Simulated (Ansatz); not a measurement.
The elements of this relaxed trial crystal are hidden behind letters.

```
lattice vectors (Å)
   3.2184    0.0000    0.0000
   0.0000    3.2184    0.0000
   0.0000    0.0000    8.7678
fractional positions
X 0.5000 0.5000 0.7422
X 0.0000 0.0000 0.5000
X 0.5000 0.5000 0.2578
Z 0.0000 0.0000 0.0000
```

These are results of Ansatz, DFT PBE, scalar-relativistic, plane waves, PAW, not measurements. Plane waves to 420 eV, a 14×14×6 mesh through Γ for the 4-atom cell and 0.10 eV Gaussian smearing; no spin polarisation.

* Space group: P4/mmm (No. 123)
* Conventional cell: a = 3.218 Å, c = 8.768 Å
* Volume per atom: 22.70 Å³
* Density: 11.25 g/cm³
* Energy over the elements: −0.04 eV/atom
* Gap on the 14×14×6 mesh of the 4-atom cell: 0 eV (a metal)

Energies are uncorrected and count from the elements' standard states at the same level.

**Question.** X is a d-block element of period 6 and Z is a p-block element of period 4. Which elements are they?

**Answer.** X = Hf, Z = Br, so the formula is Hf3Br. Density times volume gives a mean mass of 11.25 × 22.70/1.6605 = 153.8 u per atom, and this set has 153.8 u. Hf on a site of symmetry 4mm has 8 Hf at 3.11–3.22 Å and 4 Br at 3.21 Å; around Hf on a site of symmetry 4/mmm lie 12 Hf at 3.11–3.22 Å; Br has 8 Hf at 3.21 Å and 4 Br at 3.22 Å. Other sets within the hints have nearly the same mass, so mass alone doesn't settle it; this one was computed.

Spin–orbit coupling, which can matter for Hf, is left out. An odd number of electrons in the primitive cell allows no gap without spin; a larger cell or a magnetic state could open one. The cell is a metal run without spin; a magnetic state may lie lower. Symmetry constrained the relaxation, so the result can be a saddle point. Another cell of Hf3Br relaxed alike, in P-6m2, lies 113 meV/atom lower, so this cell isn't the stable form at this level.
